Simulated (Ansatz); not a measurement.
Here is an unrelaxed guess for NaBeH₂.

```
CELL_PARAMETERS angstrom
1.86110 1.07451 3.78305
-1.86110 1.07451 3.78305
0.00000 -2.14901 3.78305
ATOMIC_POSITIONS crystal
Na 0.00000 0.00000 0.00000
Be 0.50000 0.50000 0.50000
H 0.64673 0.64673 0.64673
H 0.35327 0.35327 0.35327
```

Level of theory: Ansatz, DFT PBE, scalar-relativistic, plane waves, PAW. Plane waves to 420 eV, a k mesh through Γ of 6×6×6 on the computed 4-atom cell and Gaussian smearing (0.10 eV); no spin polarisation.

Energies over the elements count from the elements' standard structures at the same level (H₂ as a molecule), with no fitted energy shifts.

Task: What does a single point on this coarse mesh give?

Result: The pressure is -0.7 GPa (the mean over three directions, positive in compression), the largest force is 2.16 eV/Å, and the energy is +0.53 eV/atom against the elements. The shortest distance is 1.67 Å.

Task: Is it a good guess?

Result: A rough one: relaxing gains about 0.34 eV/atom (the start's value is from the coarse mesh, so the gain is rough) in 17 ionic steps and ends at +0.20 eV/atom on the finer mesh. The symmetry stays R-3m (No. 166). The volume per atom grows by 8.9 %, from 11.3 to 12.4 Å³. The shortest distance goes from 1.67 Å (Be–H) to 1.36 Å (Be–H). The ratio c/a of the conventional cell changes by a factor of 1.37. Conventional cell: a = 3.450 Å, c = 14.385 Å. Around Na lie 6 H at 2.24 Å; Be has 2 H at 1.36 Å; around H lie 1 Be at 1.36 Å and 3 Na at 2.24 Å.

The last run used a 15×15×15 mesh for its 4-atom cell and Gaussian smearing of 0.10 eV. The cell is a metal run without spin; a magnetic state may lie lower. With hydrogen, zero-point motion can shift formation energies by some tens of meV/atom. The relaxation can't lower the symmetry of the start, and the grade says only how near the guess is to its own end. Symmetry constrained the relaxation, so the result can be a saddle point.
